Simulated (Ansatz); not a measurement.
Simulated powder pattern, Cu Kα1, λ = 1.54056 Å (kinematic, ideal powder, no thermal factors, no anomalous dispersion; the 30 strongest lines at most, above 1 %, up to 2θ = 90°):

```
2θ (°)  d (Å)  I/Imax (%)
------  -----  ----------
23.59   3.769          87
27.30   3.264         100
38.99   2.308          76
46.08   1.968          43
48.25   1.884          27
56.33   1.632          13
61.91   1.498          18
63.70   1.460          34
70.63   1.333          25
75.63   1.256          14
83.75   1.154         7.9
88.55   1.103          15
```

The pattern belongs to a structure relaxed with DFT-PBE in the program Ansatz with PAW potentials.

The compound is NaI.

Task: Give the crystal system and the lattice parameters.

Result: cubic, Fm-3m; a = 6.528 Å.

Symmetry was held in the PBE relaxation; phonons on a q-mesh show no instability. Scalar-relativistic: spin–orbit coupling is off unless named, which matters more the heavier the elements.

Potentials: the later of the program's two PAW sets.
